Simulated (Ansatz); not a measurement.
Independent-particle absorption of ZnO (P6_3mc, a = 3.235 Å, b = 3.235 Å, c = 5.211 Å, α = 90.00°, β = 90.00°, γ = 120.00°), no local fields or excitons, 0.1 eV broadening. The calculation used Ansatz, DFT r2SCAN, scalar-relativistic, plane waves, PAW.

Plane waves to 500 eV, a k mesh through Γ of 12×12×6 on the computed 4-atom cell and Gaussian smearing (0.02 eV); no spin polarisation. The spectrum is summed on a 18×18×9 mesh.

```
Zn O
1.0
     3.23520    0.00000    0.00000
    -1.61760    2.80176    0.00000
     0.00000    0.00000    5.21140
Zn O
2 2
Direct
  0.33333 0.66667 0.49969
  0.66667 0.33333 0.99969
  0.66667 0.33333 0.37932
  0.33333 0.66667 0.87932
```

```tsv
photon energy (eV)	ε2,zz
0.0	0.00
0.4	0.00
0.8	0.00
1.2	0.01
1.6	1.10
2.0	1.35
2.4	1.40
2.8	1.38
3.2	1.35
3.6	1.32
4.0	1.30
4.4	1.29
4.8	1.30
5.2	1.33
5.6	1.39
6.0	1.48
6.4	1.65
6.8	1.95
7.2	2.95
7.6	2.80
8.0	2.44
8.4	2.27
8.8	2.26
9.2	2.59
9.6	2.81
10.0	2.45
10.4	2.28
10.8	2.13
11.2	2.67
11.6	4.57
12.0	2.94
12.4	2.81
12.8	5.26
13.2	4.58
13.6	4.49
14.0	3.84
```

The strongest peak lies near 12.8 eV. ε∞ (xx, yy, zz) = 4.4, 4.4, 4.4.

Cost: 1 run of about 5.5 core-minutes, on Arm Neoverse V1 (shared hosts).